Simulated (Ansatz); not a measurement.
Geometry optimisation in Ansatz: input, command and trajectory.

```yaml
crystal:
  lattice:
    - [2.281, -4.771, 0.0]
    - [2.281, 4.771, 0.0]
    - [0.0, 0.0, 4.364]
  atoms:
    - { symbol: Li, position: [0.588, 0.412, 0.75] }
    - { symbol: Li, position: [0.412, 0.588, 0.25] }
    - { symbol: Li, position: [0.243, 0.757, 0.75] }
    - { symbol: Li, position: [0.757, 0.243, 0.25] }
    - { symbol: Ga, position: [0.9237, 0.0763, 0.75] }
    - { symbol: Ga, position: [0.0763, 0.9237, 0.25] }
basis:
  ecutwfc: 500
kpoints:
  mp_grid: { grid: [10, 10, 8] }
hamiltonian:
  xc: r2scan
scf:
  occupations: { method: gaussian, width: 0.1 }
output:
  forces: true
  stress: true
  eigenvalues: true
relax:
  adjacent_minimum: "off"
  f_tol: 0.005
  max_steps: 80
  cell: { stress_tol: 0.05 }
```

```bash
ansatz run input.yaml --threads 1 --pin off --max-ram 2560MiB --backend cpu --events-out ev --progress --plain --runs-dir out
```

These are results of DFT r2SCAN, scalar-relativistic, plane waves, PAW (Ansatz 0.2.0), not measurements.

Of 5 frames 5 are shown, positions in Å and forces in eV/Å; the SCF threshold varies from step to step. Steps run on the plane waves of an earlier cell, with a Pulay correction in the pressure. The basis is chosen afresh for the last frame, the zero of the energies, and at times for earlier ones too; energy and pressure step there, also at an unchanged geometry.

```xyz
6
Lattice="2.2810 -4.7710 0.0000 2.2810 4.7710 0.0000 0.0000 0.0000 4.3640" Properties=species:S:1:pos:R:3:forces:R:3 pbc="T T T" step=1 free_energy_over_end_meV_per_atom=3.29 pressure_GPa=-1.37
Li    2.2810   -0.8397    3.2730    0.0000    0.0483    0.0000
Li    2.2810    0.8397    1.0910    0.0000   -0.0483    0.0000
Li    2.2810    2.4523    3.2730    0.0000    0.1044    0.0000
Li    2.2810   -2.4523    1.0910    0.0000   -0.1044    0.0000
Ga    2.2810   -4.0429    3.2730    0.0000   -0.0791    0.0000
Ga    2.2810    4.0429    1.0910    0.0000    0.0791    0.0000
6
Lattice="2.2397 -4.7134 0.0000 2.2397 4.7134 0.0000 0.0000 0.0000 4.3242" Properties=species:S:1:pos:R:3:forces:R:3 pbc="T T T" step=2 free_energy_over_end_meV_per_atom=0.54 pressure_GPa=0.12
Li    2.2397   -0.8033    3.2431    0.0000   -0.0524    0.0000
Li    2.2397    0.8033    1.0810    0.0000    0.0524    0.0000
Li    2.2397    2.4810    3.2431    0.0000   -0.0781    0.0000
Li    2.2397   -2.4810    1.0810    0.0000    0.0781    0.0000
Ga    2.2397   -3.9941    3.2431    0.0000   -0.0133    0.0000
Ga    2.2397    3.9941    1.0810    0.0000    0.0133    0.0000
6
Lattice="2.2494 -4.7135 0.0000 2.2494 4.7135 0.0000 0.0000 0.0000 4.3071" Properties=species:S:1:pos:R:3:forces:R:3 pbc="T T T" step=3 free_energy_over_end_meV_per_atom=-0.08 pressure_GPa=0.07
Li    2.2494   -0.8225    3.2303    0.0000    0.0007    0.0000
Li    2.2494    0.8225    1.0768    0.0000   -0.0007    0.0000
Li    2.2494    2.4509    3.2303    0.0000    0.0158    0.0000
Li    2.2494   -2.4509    1.0768    0.0000   -0.0158    0.0000
Ga    2.2494   -3.9968    3.2303    0.0000   -0.0095    0.0000
Ga    2.2494    3.9968    1.0768    0.0000    0.0095    0.0000
6
Lattice="2.2504 -4.7158 0.0000 2.2504 4.7158 0.0000 0.0000 0.0000 4.3138" Properties=species:S:1:pos:R:3:forces:R:3 pbc="T T T" step=4 free_energy_over_end_meV_per_atom=-0.11 pressure_GPa=-0.01
Li    2.2504   -0.8233    3.2353    0.0000    0.0013    0.0000
Li    2.2504    0.8233    1.0784    0.0000   -0.0013    0.0000
Li    2.2504    2.4577    3.2353    0.0000    0.0006    0.0000
Li    2.2504   -2.4577    1.0784    0.0000   -0.0006    0.0000
Ga    2.2504   -4.0010    3.2353    0.0000    0.0034    0.0000
Ga    2.2504    4.0010    1.0784    0.0000   -0.0034    0.0000
6
Lattice="2.2504 -4.7158 0.0000 2.2504 4.7158 0.0000 0.0000 0.0000 4.3138" Properties=species:S:1:pos:R:3:forces:R:3 pbc="T T T" step=5 free_energy_over_end_meV_per_atom=0.00 pressure_GPa=-0.02
Li    2.2504   -0.8233    3.2353    0.0000    0.0013    0.0000
Li    2.2504    0.8233    1.0784    0.0000   -0.0013    0.0000
Li    2.2504    2.4577    3.2353    0.0000    0.0006    0.0000
Li    2.2504   -2.4577    1.0784    0.0000   -0.0006    0.0000
Ga    2.2504   -4.0010    3.2353    0.0000    0.0034    0.0000
Ga    2.2504    4.0010    1.0784    0.0000   -0.0034    0.0000
```

The run took 3.8 min on 1 thread of Arm Neoverse V1, with other jobs on the host, peak memory 0.83 GiB.